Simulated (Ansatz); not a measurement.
Sc (hcp, Mg type)

```xyz
2
Lattice="3.3295 0.0000 0.0000 -1.6647 2.8834 0.0000 0.0000 0.0000 5.1919" Properties=species:S:1:pos:R:3 pbc="T T T"
Sc     0.0000     1.9223     3.8940
Sc     1.6647     0.9611     1.2980
```

The slice is a (0001) plane (indices of the conventional cell) through the point (0.667, 0.333, 0.250) (fractional), spanned by u = [110] and v = [1 -1 0] in vectors of this cell: u (3.33 Å) and v (5.77 Å, at 90° to u). It covers one period; positions are fractions (u, v).

The numbers are results of r2SCAN (plane waves to 500 eV, PAW, scalar-relativistic; Ansatz, a quantum-chemistry and plane-wave program), not measurements. k mesh 16×16×9. Inside the PAW spheres the values are not all-electron values, and peaks at nuclei hang on which shells count as valence. Sc is run without spin polarisation. Sc was relaxed with its symmetry unable to fall.

Three fields on this plane, each scaled to ten steps between its own extremes (0 low, 9 high; the total valence density on a logarithmic scale, the potential cut 8 eV below its top; x marks points blanked near nuclei; v = 0 in the bottom row):

Map A
```
|xxxxx0467640xxxx|
|xxxxx0578750xxxx|
|xxxx026888620xxx|
|xxx01578987510xx|
|0002568999865200|
|3456778888877654|
|7777777767777777|
|9988754333457889|
|9987520000025789|
|998520xxxxx02589|
|98630xxxxxxx0368|
|8750xxxxxxxxx057|
|8740xxxxxxxxx047|
|7630xxxxxxxxx036|
|7640xxxxxxxxx046|
|8750xxxxxxxxx057|
|88620xxxxxxx0268|
|987510xxxxx01578|
|9986520000025689|
|8887765434567788|
|6777777777777777|
|3345788999887543|
|0002578999875200|
|xxx02589998520xx|
|xxxx036898630xxx|
|xxxxx0578750xxxx|
|xxxxx0478740xxxx|
|xxxxx0367630xxxx|
```

Map B
```
|xxxxx0012100xxxx|
|xxxxx0013100xxxx|
|xxxx000232000xxx|
|xxx10013431001xx|
|1000013444310000|
|0011223333322110|
|4444321111123444|
|8875210000012578|
|9974100010001479|
|995101xxxxx10159|
|87301xxxxxxx1037|
|6510xxxxxxxxx015|
|5300xxxxxxxxx003|
|3200xxxxxxxxx002|
|2100xxxxxxxxx001|
|3100xxxxxxxxx001|
|32000xxxxxxx0002|
|431001xxxxx10013|
|4431000010000134|
|3332211000112233|
|1112344444443211|
|0001257888752100|
|1000147999741000|
|xxx10159995101xx|
|xxxx103787301xxx|
|xxxxx0156510xxxx|
|xxxxx0035300xxxx|
|xxxxx0023200xxxx|
```

Map C
```
|xxxxx8200028xxxx|
|xxxxx5100015xxxx|
|xxxx830000038xxx|
|xxx94100000149xx|
|9964100000001469|
|4432100000001234|
|3321100000001123|
|3322111222111223|
|3322246898642223|
|333359xxxxx95333|
|23359xxxxxxx9533|
|2236xxxxxxxxx632|
|2238xxxxxxxxx832|
|1139xxxxxxxxx931|
|0028xxxxxxxxx820|
|0015xxxxxxxxx510|
|00038xxxxxxx8300|
|000149xxxxx94100|
|0000146999641000|
|0000123444321000|
|0000112333211000|
|2211122333221112|
|9864222333222468|
|xxx95333333359xx|
|xxxx953323359xxx|
|xxxxx6322236xxxx|
|xxxxx8322238xxxx|
|xxxxx9311139xxxx|
```

**Question.** Assign the maps to these fields: electron localisation function (ELF); valence electron density; electrostatic potential energy of an electron, from the cell's mean.

**Answer.** A is the electrostatic potential energy of an electron, from the cell's mean; B is the electron localisation function (ELF); C is the valence electron density.
